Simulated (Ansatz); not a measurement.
ZrSi2:
```cif
data_Si8Zr4
_chemical_formula_sum 'Si8 Zr4'
_space_group_name_H-M_alt 'Cmcm'
_space_group_IT_number 63
_space_group_name_Hall '-C 2c 2'
_cell_length_a 3.70594
_cell_length_b 14.79920
_cell_length_c 3.67667
_cell_angle_alpha 90.000
_cell_angle_beta 90.000
_cell_angle_gamma 90.000
loop_
_space_group_symop_operation_xyz
  'x, y, z'
  '-x, -y, -z'
  '-x, -y, z+1/2'
  'x, y, -z+1/2'
  'x, -y, -z'
  '-x, y, z'
  '-x, y, -z+1/2'
  'x, -y, z+1/2'
  'x+1/2, y+1/2, z'
  '-x+1/2, -y+1/2, -z'
  '-x+1/2, -y+1/2, z+1/2'
  'x+1/2, y+1/2, -z+1/2'
  'x+1/2, -y+1/2, -z'
  '-x+1/2, y+1/2, z'
  '-x+1/2, y+1/2, -z+1/2'
  'x+1/2, -y+1/2, z+1/2'
loop_
_atom_site_label
_atom_site_type_symbol
_atom_site_symmetry_multiplicity
_atom_site_Wyckoff_symbol
_atom_site_fract_x
_atom_site_fract_y
_atom_site_fract_z
_atom_site_occupancy
Si1 Si 4 c 0.00000 0.05312 0.25000 1
Si2 Si 4 c 0.00000 0.24975 0.75000 1
Zr1 Zr 4 c 0.00000 0.39460 0.25000 1
```
(The calculation used a cell of 6 atoms; values per cell refer to that cell.)

This is the PBE-relaxed structure.

Q: All from PBE in the plane-wave PAW code Ansatz, unless another level is named. Predict the electronic character.

A: metallic (no gap).

Q: Give the density of states at the Fermi level.

A: 0.23 states/eV per atom (mean over ±0.08 eV).

Q: Give the formation energy from the elements (no fitted shifts).

A: -0.67 eV/atom.

The PBE relaxation kept the symmetry of its start. The run is not spin-polarised. The references are the lowest solids computed at this level, not always the standard phases. Scalar-relativistic: spin–orbit coupling is off unless named, which matters more the heavier the elements.

Potentials: the later of the program's two PAW sets.
